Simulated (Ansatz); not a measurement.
The cell below belongs to a search over invented structures; it isn't taken from experiment.

Input and command of a plane-wave DFT calculation in Ansatz:

```yaml
crystal:
  lattice:
    - [5.5022345559, 0.0, 0.0]
    - [0.0, 5.5022345559, 0.0]
    - [0.0, 0.0, 5.5022345559]
  atoms:
    - { symbol: Mg, position: [0.5, 0.5, 0.5] }
    - { symbol: Cd, position: [0.0, 0.0, 0.0] }
    - { symbol: Te, position: [0.0, 0.5, 0.5] }
    - { symbol: Te, position: [0.5, 0.0, 0.5] }
    - { symbol: Te, position: [0.5, 0.5, 0.0] }
basis:
  ecutwfc: 420
kpoints:
  mp_grid: { grid: [8, 8, 8] }
hamiltonian:
  xc: pbe
scf:
  occupations: { method: gaussian, width: 0.1 }
output:
  forces: true
  stress: true
  eigenvalues: true
relax:
  adjacent_minimum: "off"
  f_tol: 0.01
  max_steps: 80
  cell: { stress_tol: 0.05 }
```

```bash
ansatz run input.yaml --threads 1 --pin off --max-ram 2560MiB --backend cpu --events-out ev --progress --plain --runs-dir out
```

Processor: Intel(R) Xeon(R) Processor @ 2.50GHz (Skylake/Cascade Lake), 1 thread, on a host shared with other jobs.

Problem. Estimate time, memory and problem size.

Solution. About 70 s, peak memory 0.56 GiB. It solves 47 bands at 35 k points (after reduction by symmetry) with about 3239 plane waves (on the last cell), in 12 SCF iterations over 2 ionic steps.
